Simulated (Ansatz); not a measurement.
Cu3N in space group Pm-3m (No. 221; N on 1a, Cu on 3d) under volume change, the program Ansatz at the HSE06 level (PAW), scaled uniformly.

| V (Å³/atom) | E − E(relaxed) (meV/atom) | P (GPa) |
|---|---|---|
| 12.671 | 46.8 | 13.38 |
| 13.089 | 19.2 | 8.05 |
| 13.507 | 4.2 | 3.55 |
| 13.924 | 0.0 | -0.23 |
| 14.342 | 4.9 | -3.42 |
| 14.760 | 17.4 | -6.09 |
| 15.177 | 36.2 | -8.34 |

Q: What does a third-order Birch–Murnaghan fit give for V₀, B₀ and B′?

A: V₀ = 13.90 Å³/atom, B₀ = 117 GPa, B′ = 4.7.

The cell keeps a stress of up to 0.2 GPa. The cell was relaxed with HSE06 under the symmetry of its start. The run is not spin-polarised. The volume moved by 25 % from the start of the relaxation.

Potentials: the later of the program's two PAW sets.
